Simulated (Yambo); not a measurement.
```
CELL_PARAMETERS angstrom
      3.76884     0.00000     0.00000
      0.00000     3.76884     0.00000
      0.00000     0.00000     3.76884
ATOMIC_POSITIONS crystal
  O  0.00000 0.00000 0.50000
  O  0.50000 0.00000 0.00000
  O  0.00000 0.50000 0.00000
  W  0.00000 0.00000 0.00000
```

WO3 (ReO3 type, space group Pm-3m, No. 221): mean Im ε in 1 eV windows above the direct gap of 2.77 eV, for different electron-hole kernels (Yambo, broadening 0.15 eV, norm-conserving LDA (Quantum ESPRESSO, 84 Ry, no spin-orbit coupling) bands; 8×8×8 mesh, 9 valence and 3 conduction bands, static screening with 36 bands and a 4 Ry block, scissor 1.11 eV, Tamm-Dancoff; field along x).

| window (eV) | independent quasiparticles | BSE |
|---|---|---|
| 2.8 to 3.8 | 5.9 | 8.4 |
| 3.8 to 4.8 | 8.8 | 6.7 |
| 4.8 to 5.8 | 7.2 | 7.1 |
| 5.8 to 6.8 | 5.8 | 3.0 |
| 6.8 to 7.8 | 1.8 | 0.5 |

This run doesn't resolve bound excitons or single peaks, so only averages are given, and they too depend on the mesh; weight that the attraction moves below the gap isn't listed. All transitions below 8.19 eV are in the band window. The scissor comes from a G0W0 run whose convergence isn't established.

Spin-orbit coupling is left out, which matters for elements this heavy: edges can move by tenths of an eV. The cell is held in this high symmetry; tilts and polar distortions were not searched.

Geometry relaxed with LDA.

The structure is a Materials Project entry; no match was found in the copy of COD used, and its stability was not checked.
